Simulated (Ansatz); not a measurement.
Input:

Starting cell, MgO (rock salt):

```xyz
2
Lattice="0.0000 2.1022 2.1022 2.1022 0.0000 2.1022 2.1022 2.1022 0.0000" Properties=species:S:1:pos:R:3 pbc="T T T"
O      0.0000     0.0000     0.0000
Mg     2.1022     2.1022     2.1022
```

Scan: atom 1 (O, nearest neighbour Mg at 2.102 Å; its periodic images, 3.0 Å or more away, move with it) is displaced along Cartesian [110], direction (0.707, 0.707, 0.000) in Cartesian axes, by s. The other atoms stay.

These are r2SCAN (plane waves to 500 eV, PAW, scalar-relativistic; Ansatz, a first-principles code) values and carry that method's errors. k mesh 11×11×11 (Γ-centred), Fermi-Dirac smearing 0.05 eV. Energies are smeared free energies. MgO was relaxed with its symmetry unable to fall. The zero of ΔE is the undisplaced structure.

The scan covers s from -0.420 to 0.420 Å in 11 points.

Problem. Is this a single well or a double well?

Solution. A single well with its minimum at or next to zero displacement.

Problem. Is the energy the same for equal positive and negative displacements?

Solution. Even: the same for both signs. With its periodic images moving along, the atom's site symmetry in this cell is m-3m.

Problem. What force acts on the atom along the line at s = -0.420 Å?

Solution. 2.88 eV/Å.

Problem. With two atoms in the cell this is the zone-centre optical mode. What wavenumber follows (transverse: no LO-TO term)?

Solution. 399 cm⁻¹.

(A displaced cell: forces are minus the slopes of the energy, force constants its curvatures, and phonons follow from these.)
